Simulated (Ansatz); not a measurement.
BAs:
```yaml
crystal:
  lattice:
    - [3.19067, 0.00000, 0.00000]
    - [-1.59533, 2.76320, 0.00000]
    - [0.00000, 0.00000, 2.88472]
  atoms:
    - { symbol: B, position: [0.00000, 0.00000, 0.00000] }
    - { symbol: As, position: [0.66667, 0.33333, 0.50000] }
```

Relaxed with r²SCAN. Special points in fractions of this cell's reciprocal vectors: Γ (0.000, 0.000, 0.000); M (0.500, 0.000, 0.000); K (0.333, 0.333, 0.000); A (0.000, 0.000, 0.500); L (0.500, 0.000, 0.500); H (0.333, 0.333, 0.500).

List the band energies nearest the Fermi level at these points for r²SCAN in the plane-wave PAW code Ansatz.

In eV from the Fermi level; about four levels below and three above (degenerate sets whole), none deeper than 8.9 eV; … stands for higher levels left out; points with the same levels are listed once.

```csv
k,below,above
Γ,-0.86 -0.34 -0.34,2.07 …
M,-3.17,1.47 2.28 5.47
K,-6.95,3.45 4.41 6.26
A,–,3.16 3.16 3.79 3.79
L,-7.38 -6.36 -4.76,1.36 1.42 …
H,-6.15 -4.74 -2.75 -1.70,…
```

Space group P-6m2. The cell is a constructed one: a structure type filled with these elements; neither database checked (COD, Materials Project) lists it. It is not the phase usual at ambient conditions (space group No. 216). Symmetry was held in the r²SCAN relaxation; whether a distortion lowers the energy is not shown. Scalar-relativistic: spin–orbit coupling is off unless named, which matters more the heavier the elements.

Potentials: the later of the program's two PAW sets.
